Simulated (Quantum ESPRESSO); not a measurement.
Kohn-Sham bands of AlN (wurtzite)

```xyz
4
Lattice="3.1286 0.0000 0.0000 -1.5643 2.7094 0.0000 0.0000 0.0000 5.0170" Properties=species:S:1:pos:R:3 pbc="T T T"
Al    -1.5643     0.9031     2.5049
Al     1.5643    -0.9031    -0.0036
N     -1.5643     0.9031    -0.5985
N      1.5643    -0.9031     1.9100
```

Cell from Materials Project (mp-661), symmetrised, no further relaxation. COD (Crystallography Open Database) has an entry of this formula and space group (matched by these alone). Level: PBEsol, no spin polarisation, no spin-orbit coupling; pw.x of Quantum ESPRESSO at 68 Ry with PseudoDojo potentials, 12×12×6 k-points, Wannier90. Density: 12×12×6 mesh, cold smearing 0.01 Ry.

Energies are relative to the valence-band maximum; weights are on the orthonormalised atomic waves of the pseudopotential files, averaged over the group. 16 electrons a cell are treated as valence.

**Question.** Into which isolated groups do the bands fall, where do they lie and what are they made of?

**Answer.** 
| bands | from (eV) | to (eV) | filling | weight on atomic waves |
|---|---|---|---|---|
| 1–2 | -15.04 | -12.32 | filled | N 2s 63 %, Al 3p 27 %, Al 3s 9 % |
| 3–8 | -5.98 | 0.00 | filled | N 2p 76 %, Al 3p 14 %, Al 3s 7 % |

The Kohn-Sham gap over both meshes and the path is 3.97 eV.
